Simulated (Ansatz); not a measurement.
AsPdSe in space group P2_13 (No. 198; As on 4a, Pd on 4a, Se on 4a), DFT-PBE in the program Ansatz with PAW potentials, all energies at zero smearing, with the estimated change up to a 700 eV cutoff added, with one set of potentials and settings (totals compare only within such a set). Cell of 12 atoms (4 As, 4 Pd, 4 Se): -69196.529 eV.

| element | reference phase | E (eV/atom) |
|---|---|---|
| As | R-3m, 2 atoms in the cell | -4856.1377 |
| Pd | Fm-3m, 1 atoms in the cell | -6972.8544 |
| Se | P3_121, 3 atoms in the cell | -5469.0798 |

Formation energy per atom, worked out: (-69196.529 − 4×(-4856.1377) − 4×(-6972.8544) − 4×(-5469.0798))/12 = -0.353 eV/atom (-34 kJ per mol of atoms), at 0 K, without zero-point energy or fitted corrections.

The workflow started from a Materials Project entry (that database holds measured and hypothetical structures alike); the Crystallography Open Database files this formula in space group No. 198, but the cells were not matched. Whether it is the stable phase at ambient conditions was not checked. Symmetry was held in the PBE relaxation; its stability against distortions is not shown here. No spin polarisation was allowed. The references are the lowest solids computed at this level, not always the standard phases.

Potentials: the later of the program's two PAW sets.
